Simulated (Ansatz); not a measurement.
An Ansatz (a first-principles code) input:

Ansatz 0.2 input:
```yaml
crystal:
  lattice:
    - [2.1124775344, 1.2196394731, 3.4498005573]
    - [-2.1124775344, 1.2196394731, 3.4498005573]
    - [0.0, -2.4392789463, 3.4498005573]
  atoms:
    - { symbol: Mg, position: [0.7500264771, 0.7500264771, 0.7500264771] }
    - { symbol: Te, position: [0.2499735229, 0.2499735229, 0.2499735229] }
kpoints:
  mp_grid: { grid: [7, 7, 7] }
basis: { xc_grid: 2 }
hamiltonian:
  xc: pbe
  pseudopotentials: { kind: paw }
scf:
  occupations: { method: fixed }
output:
  optics: { e_range: [0.0, 15.0], de: 0.05, sigma: 0.1, bands: { spectra_wanted_up_to: 12 eV } }
```

Q: How many symmetry operations and irreducible k-points will the run report?

A: 6 operations, 44 of 343 k-points.

Q: With a cutoff of 420 eV, how many plane waves at Γ?

A: 1037.

It took about 30 core-seconds (a rough figure) on shared server cores.

Space group Fm-3m (rock salt). The cell is a constructed one: a structure type filled with these elements; the Crystallography Open Database copy checked does not list it. COD files the formula under space group No. 186, so this cell is another polymorph or a model. Whether it is the stable phase at ambient conditions was not checked. The PBE relaxation kept the symmetry of its start; of distortions, only those at the zone centre were tested. Point labels and valley counts follow the cell and symmetry of the run, lower than the named group. Spin–orbit coupling is left out wherever it is not named.

Potentials: the later of the program's two PAW sets.

Ansatz is a plane-wave DFT program.
